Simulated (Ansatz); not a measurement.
Problem. Name crystals whose computed values (LDA in the plane-wave PAW code Ansatz) fall in these windows: Θ_D (K) 320 to 400; gap (eV) 2.4 to 3.2; B₀ by P(V) fit (GPa) 24 to 32.

Solution. 

```tsv
crystal	Θ_D (K)	gap (eV)	B₀ by P(V) fit (GPa)
RbCaH3, cubic perovskite	376	2.83	29.0
CsCaH3, cubic perovskite	330	2.67	28.3
```
Others may fit too.

Standing as an ambient phase not checked: RbCaH3, cubic perovskite; CsCaH3, cubic perovskite. All cells were relaxed under the symmetry of their starts (and spin orders); stability against distortions was not tested throughout. Spin–orbit coupling is left out wherever it is not named.

Potentials: the later of the program's two PAW sets.
